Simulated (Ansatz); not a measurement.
# Bi$_{2}$Te (I4_1/amd): electronic heat capacity and spin susceptibility from the density of states

These are results of DFT r2SCAN, scalar-relativistic, plane waves, PAW in Ansatz, not measurements.

Settings: cutoff 500 eV, Γ-centred mesh 8×8×8 on the computed 6-atom cell, Gaussian smearing of 0.10 eV; no spin polarisation.

Relaxed cell: I4_1/amd, a = 8.285 Å, b = 8.285 Å, c = 6.189 Å, α = 90.00°, β = 90.00°, γ = 90.00°, 6 atoms in the primitive cell. Whether it is the stable form of this composition wasn't checked.

The density of states at the Fermi level is 1.684 states/eV in the cell of 6 atoms (2 formula units; both spins, tetrahedra on a 12×12×12 mesh).

Problem. What Sommerfeld coefficient and Pauli susceptibility does this give?

Solution. Per formula unit N(E_F) = 0.842 states/eV. γ = (π²/3) k_B² N(E_F) N_A = 2.357 mJ/(mol K²) per state/eV, so γ = 2.0 mJ/(mol K²), a mole of formula units. χ_P = μ_B² N(E_F) N_A = 3.23×10⁻⁵ emu/mol per state/eV gives 2.7×10⁻⁵ emu/mol. This is the bare band result: a measured γ of the same phase is as a rule larger by a factor 1 + λ from phonons and spin fluctuations, the spin part of χ is larger by the Stoner factor, and a measured χ also holds orbital and core terms. N(E_F) at one energy is sensitive to the mesh where the density of states has sharp peaks.

Spin-orbit coupling is left out, which matters for the bands of heavy elements.

Cost: 1 run of about 4.4 core-minutes, on AMD EPYC 9R45 (Zen 5) (shared hosts).